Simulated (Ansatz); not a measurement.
The numbers come from plane-wave PAW DFT (Ansatz): PBE0, no spin polarisation, 420 eV, 3×3×3 Γ-centred k points, gaussian occupations (width 0.0654 eV). Nothing was relaxed. The cell carries a charge of +1 e on a uniform background.

Computed maps in the lattice plane spanned by a (left to right, 5.43 Å, 16 points from zero) and b (bottom to top, 3.95 Å, 12 points from zero), 90° apart, at height 0.208 along c. The fields are smooth PAW ones with compensation charges, not the true ones near nuclei.

Valence density. Digits on a logarithmic scale: 0 up to 0.03 e/Å³, each further digit a factor of 1.6, 9 from 1.3 e/Å³ up:
```
1122221122221000
1222222222221100
2344432334443211
4566544456665433
6788765567987544
7999976679999655
7999976689999756
7999976689999755
6899865579998645
5677654457776434
3455443345554322
2233322223332111
```

ELF. Ten even steps from '0' (0.01) to '9' (0.83):
```
0000000000000000
0011100011110000
2577521136764100
6899853369998412
7999974579999623
8866775577678745
8511575674127745
8633675675347745
8988874578899734
7999863479998522
4788742258986201
0233210113431000
```

Question: The cell is TlZn₂Se₆. Which atoms lie within 0.2 Å of this plane, and where (fractions of a and b)?

Answer: Se at (0.64, 0.40), Se at (0.15, 0.40). The whole cell:
```
CELL_PARAMETERS angstrom
0.00000 5.42862 0.00000
3.94866 0.00000 0.00000
1.97433 2.71431 -10.58172
ATOMIC_POSITIONS crystal
Zn 0.32106 0.82106 0.35788
Zn 0.67894 0.17894 0.64212
Tl 0.00000 0.00000 0.00000
Se 0.22596 0.22596 0.54808
Se 0.77404 0.77404 0.45192
Se 0.63949 0.39599 0.20802
Se 0.15249 0.39599 0.20802
Se 0.36051 0.60401 0.79198
Se 0.84751 0.60401 0.79198
```

Origin: a known structure type with other elements, at an estimated volume, so it need not be a known compound. Caveats: many states at the Fermi level without spin polarisation, so a magnetic state may lie lower; hybrid functional on a coarse k mesh; charged cell with a uniform background.
